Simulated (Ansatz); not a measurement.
Here is the system:

BiPd (NiAs type)

```cif
data_Bi2Pd2
_chemical_formula_sum 'Bi2 Pd2'
_space_group_name_H-M_alt 'P 1'
_space_group_IT_number 1
_cell_length_a 4.26711
_cell_length_b 4.26711
_cell_length_c 5.74237
_cell_angle_alpha 90.000
_cell_angle_beta 90.000
_cell_angle_gamma 120.000
loop_
_space_group_symop_operation_xyz
  'x, y, z'
loop_
_atom_site_label
_atom_site_type_symbol
_atom_site_fract_x
_atom_site_fract_y
_atom_site_fract_z
_atom_site_occupancy
Bi1 Bi 0.33333 0.66667 0.25000 1
Bi2 Bi 0.66667 0.33333 0.75000 1
Pd1 Pd 0.00000 0.00000 0.50000 1
Pd2 Pd 0.00000 0.00000 0.00000 1
```

The volume is varied about the relaxed value V₀ at fixed cell shape. Symmetry pins the atoms to their sites.

Level of theory: r2SCAN (plane waves to 500 eV, PAW, scalar-relativistic; Ansatz, a first-principles code). k mesh 13×13×8 (Γ-centred), Fermi-Dirac smearing 0.05 eV. E stands for the smeared free energy. Compression counts positive. With the shape held, the modulus is that of even scaling; a crystal free to change shape is softer. BiPd is run without spin polarisation. BiPd was relaxed with its symmetry unable to fall. Spin-orbit coupling is left out, though Bi is heavy. ΔE is measured from the relaxed starting cell.

The scan covers V/V₀ from 0.840 to 1.160 in 13 points.

**Question.** What is ΔE at V/V₀ = 0.840?

**Answer.** 254 meV/atom.

**Question.** What is ΔE at V/V₀ = 1.160?

**Answer.** 133 meV/atom.

**Question.** What pressure does the cell carry at V/V₀ = 0.840?

**Answer.** 26.8 GPa.

(A scan under strain: stresses follow from slopes of the energy per volume, elastic moduli from its curvatures.)
